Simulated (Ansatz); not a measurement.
Level of theory: Ansatz 0.2.0, DFT PBE, scalar-relativistic, plane waves, PAW. Settings: cutoff 420 eV, Γ-centred meshes spaced at most about 0.3 Å⁻¹, and about 0.25 Å⁻¹ or finer for metals (2π included), Gaussian smearing. No spin polarisation in the final relaxations.

All energies are static (0 K, no zero-point motion).

Two relaxed structures of ScGaTeSe2:

A.

```
Sc Ga Te Se
1.0
     4.01893    0.00000    0.00000
     0.00000    4.01893    0.00000
     0.00000    0.00000   10.21111
Sc Ga Te Se
1 1 1 2
Direct
  0.50000 0.50000 0.50000
  0.00000 0.00000 0.50000
  0.50000 0.50000 0.00000
  0.50000 0.50000 0.25911
  0.50000 0.50000 0.74089
```

B.

```
Sc Ga Te Se
1.0
     5.04268    0.00000    0.00000
    -2.52134    4.36709    0.00000
     0.00000    0.00000    5.72696
Sc Ga Te Se
1 1 1 2
Direct
  0.33333 0.66667 0.00000
  0.00000 0.00000 0.00000
  0.33333 0.66667 0.50000
  0.66667 0.33333 0.23592
  0.66667 0.33333 0.76408
```

Task: Which would you expect to be lower, and how large is the difference?

Result: B is lower, by 94 meV/atom. A has space group P4/mmm (No. 123), 33.0 Å³/atom and no gap on its mesh; B has space group P-6m2 (No. 187), 25.2 Å³/atom and no gap. The shortest distance is 2.46 Å (Sc–Se) in A and 2.70 Å (Se–Se) in B. The denser one is the lower, and pressure would at first widen the difference. In A, Sc has 2 Se at 2.46 Å and 4 Ga at 2.84 Å; Ga is surrounded by 4 Sc at 2.84 Å; around Te lie 2 Se at 2.65 Å; Se is surrounded by 1 Sc at 2.46 Å and 1 Te at 2.65 Å. In B, Sc is surrounded by 2 Te at 2.86 Å, 3 Ga at 2.91 Å and 6 Se at 3.21 Å; Ga is surrounded by 3 Sc at 2.91 Å and 6 Se at 3.21 Å; Te has 2 Sc at 2.86 Å and 6 Se at 3.28 Å; Se is surrounded by 1 Se at 2.70 Å, 1 Se at 3.02 Å, 3 Ga at 3.21 Å, 3 Sc at 3.21 Å and 3 Te at 3.28 Å. Both come from invented guesses. A third cell relaxed alike, in P3m1, lies 0.74 eV/atom below the lower of the two.

Spin–orbit coupling, which can matter for Te, is left out. Cells relaxed within their symmetry can be saddle points.
